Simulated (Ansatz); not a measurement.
**What DFT gives for SrZn2Pd2**

```
Zn Sr Pd
1.0
     2.08486    3.61109    0.00000
    -2.08486    3.61109    0.00000
     0.00000    0.00000    7.14970
Zn Sr Pd
2 1 2
Direct
  0.33330 0.33340 0.63110
  0.66670 0.66660 0.36890
  0.00000 0.00000 0.00000
  0.33330 0.33340 0.26880
  0.66670 0.66660 0.73120
```

The numbers come from plane-wave PAW DFT (Ansatz): r2SCAN, no spin polarisation, 500 eV, 9×9×5 Γ-centred k points, cold occupations (width 0.0817 eV). Nothing was relaxed.

(1) What happens at the Fermi level?

(2) Give the Bader charges.

(3) Which atom feels the largest force, and which way?

(4) Describe some of the short contacts.

Origin: a known structure type with other elements, at an estimated volume, so it need not be a known compound.

Answers

(1) It is a metal, with about 1.8 states/eV a cell as the mean within 0.25 eV of the Fermi level.

(2) Bader charges in e: Sr +1.33, Zn +0.27, Pd -0.94. In the mean Sr gives up most and Pd takes most.

(3) The largest is on Pd4 (and as large on other atoms): 0.43 eV/Å, components (0.00, 0.00, 0.43). It makes 73° with the line to a nearest neighbour, Zn2 at 2.51 Å.

(4) Zn–Pd at 2.51 Å: least valence density 0.35 e/Å³ and ELF 0.23 there. Sr–Pd at 3.08 Å: least valence density 0.14 e/Å³ and ELF 0.08 there. Sr–Zn at 3.57 Å: least valence density 0.08 e/Å³ and ELF 0.07 there. These are pseudo-fields; inside the PAW spheres they differ from the all-electron ones.
